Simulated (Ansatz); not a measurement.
MgO:
```xyz
2
Lattice="0.0000 2.1021 2.1021 2.1021 0.0000 2.1021 2.1021 2.1021 0.0000" Properties=species:S:1:pos:R:3 pbc="T T T"
O      0.0000     0.0000     0.0000
Mg     2.1021     2.1021     2.1021
```

Relaxed with r²SCAN.

Problem. Give the Bader charges and basin volumes of the independent atoms, r²SCAN in the plane-wave PAW code Ansatz.

Solution. 

| atom | Bader charge (e) | Bader volume (Å³) |
|---|---|---|
| O1 | -1.74 | 14.1 |
| Mg2 | +1.74 | 4.4 |

Space group Fm-3m (rock salt). The r²SCAN relaxation kept the symmetry of its start.

Potentials: the later of the program's two PAW sets.
